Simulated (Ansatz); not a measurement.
Nb (bcc, W type)

```
Nb
1.0
   -3.30295     3.30295     3.30295
    1.65147    -1.65147     1.65147
    1.65147     1.65147    -1.65147
Nb
2
Direct
  0.00000   0.00000   0.00000
  0.50000   0.00000   0.00000
```

Scan: atom 2 (Nb, nearest neighbour Nb at 2.860 Å; its periodic images, 2.9 Å or more away, move with it) is displaced along Cartesian x, direction (1.000, 0.000, 0.000) in Cartesian axes, by s. The other atoms stay.

These are r2SCAN (plane waves to 500 eV, PAW, scalar-relativistic; Ansatz, a program for electronic structure) values and carry that method's errors. k mesh 8×16×16 (Γ-centred), Fermi-Dirac smearing 0.05 eV. The energy includes the smearing's −TS. With partly filled bands, energies and forces of such displacements shift with the k mesh and the smearing. On this mesh the relaxed cell isn't quite at rest: it carries a pressure of -0.1 GPa (compression positive) at the zero of the scan. Nb is run without spin polarisation. Nb was relaxed with its symmetry unable to fall. The PAW data are Ansatz's earlier set. The zero of ΔE is the undisplaced structure. The last digit holds for this mesh only.

| s (Å) | ΔE (meV/cell) |
|---|---|
| -0.290 | 182.7 |
| -0.232 | withheld |
| -0.174 | 73.9 |
| -0.116 | 34.2 |
| -0.058 | 8.7 |
| 0.000 | 0.0 |
| 0.058 | 8.7 |
| 0.116 | 34.2 |
| 0.174 | 73.9 |
| 0.232 | withheld |
| 0.290 | 182.7 |

Question: Fit an even polynomial form (powers 2, 4) to the given rows and predict ΔE at s = 0.232.

Answer: Least squares on the 9 given rows: ΔE = (2597)·s² + (-5052)·s⁴, in meV/cell with s in Å; root-mean-square residual 0.09 meV/cell. At 0.232 the fit gives 125.1 meV/cell; the calculation gives 124.3 meV/cell, so the interpolation is off by 0.8 (+0.6 %). The quadratic term alone would give 139.8 meV/cell.

(A displaced cell: forces are minus the slopes of the energy, force constants its curvatures, and phonons follow from these.)
